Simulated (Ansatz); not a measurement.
Polymorphs of PbS, each relaxed with r²SCAN+D4 in the plane-wave PAW code Ansatz:

A: P4/nmm
a = 5.1008 Å, b = 5.1008 Å, c = 4.1270 Å, α = 90.00°, β = 90.00°, γ = 90.00°

```json
[
 {"atom": "Pb", "site": "2c", "symmetry": "4mm", "x": "0.5000", "y": "0.0000", "z": "0.3040"},
 {"atom": "S", "site": "2a", "symmetry": "-4m2", "x": "0.0000", "y": "0.0000", "z": "0.0000"}
]
```

B: rock salt (Fm-3m)
a = 5.9516 Å, b = 5.9516 Å, c = 5.9516 Å, α = 90.00°, β = 90.00°, γ = 90.00°

| atom | site | symmetry | x | y | z |
|---|---|---|---|---|---|
| Pb | 4b | m-3m | 0.5000 | 0.5000 | 0.5000 |
| S | 4a | m-3m | 0.0000 | 0.0000 | 0.0000 |

C: Pnma
a = 12.042 Å, b = 4.209 Å, c = 4.345 Å, α = 90.00°, β = 90.00°, γ = 90.00°

```
atom  site  symmetry       x       y       z
----  ----  --------  ------  ------  ------
Pb      4c       .m.  0.3719  0.2500  0.3097
S       4c       .m.  0.1436  0.2500  0.3820
```

Task: Order them by energy per atom at 0 K (lowest first) at the level r²SCAN+D4.

Result: B (+0 meV/atom), C (+11 meV/atom), A (+141 meV/atom)

Task: Give each one's gap.

Result: A 1.01 eV; B 0.66 eV; C 1.44 eV.

Typed or built starts, not in the databases checked: A. Not the usual ambient phase: A; C. Unstable at this level: A. All cells were relaxed under the symmetry of their starts (and spin orders); stability against distortions was not tested throughout. Spin–orbit coupling is left out wherever it is not named.

Energies hold the estimated change up to a 700 eV cutoff; steps of a few meV lie near the error of the meshes.

Potentials: the earlier of the program's two PAW sets.
